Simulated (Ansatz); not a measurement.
The relaxed structure here is a generated cell of AlPt: the first start was made by a random draw of sites in a space group, and the end was not matched to a known phase here, so it may be hypothetical.

One starting cell of AlPt (a randomly generated symmetric cell of AlPt (space group No. 225)) was relaxed twice with Ansatz (plane waves, PAW, scalar-relativistic): with PBEsol at 420 eV and with PBE at 420 eV. The PBEsol result:

Space group Fm-3m (No. 225); a = b = c = 5.0810 Å, α = β = γ = 90.00°

```csv
atom,site,symmetry,x,y,z
Al,4b,m-3m,0.5000,0.5000,0.5000
Pt,4a,m-3m,0.0000,0.0000,0.0000
```
(The calculation used a cell of 2 atoms; values per cell refer to that cell.)

```tsv
quantity	PBEsol	PBE
space group	Fm-3m	Fm-3m
volume (Å³/atom)	16.40	[?]
a (Å)	5.081	[?]
gap (eV, no spin-orbit coupling)	0.00	[?]
```

### Question
What does PBE give for the same quantities?

### Answer

- volume (Å³/atom), PBE: 16.93
- a (Å), PBE: 5.136
- gap (eV, no spin-orbit coupling), PBE: 0.00

Both levels end in the same structure; PBE's volume is 3.3 % larger. Neither column is exact.

No spin polarisation in the result.

The run could not lower the symmetry of its start; a shaken copy of this end point relaxes with PBEsol to R-3m (No. 166), 0.23 eV/atom lower.

Ansatz is a quantum-chemistry and plane-wave program.
